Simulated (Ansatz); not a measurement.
Input:

Pd:
Space group Pm-3m (No. 221); a = 2.614 Å, b = 2.614 Å, c = 2.614 Å, α = 90.00°, β = 90.00°, γ = 90.00°

| atom | site | symmetry | x | y | z |
|---|---|---|---|---|---|
| Pd | 1a | m-3m | 0.0000 | 0.0000 | 0.0000 |

This is the PBE-relaxed structure.

Task: All from PBE (plane waves, PAW; program Ansatz), unless another level is named. Predict the density of states at the Fermi level.

Result: 1.7 states/eV per atom (mean over ±0.08 eV).

Task: Next, the gap with spin–orbit coupling?

Result: none (metallic).

The cell is a constructed one: a structure type filled with these elements; neither database checked (COD, Materials Project) lists it. It is not the phase usual at ambient conditions (space group No. 225). The cell was relaxed with PBE under the symmetry of its start; its stability against distortions is not shown here. The run is not spin-polarised. Scalar-relativistic: spin–orbit coupling is off unless named, which matters more the heavier the elements.

Potentials: the later of the program's two PAW sets.
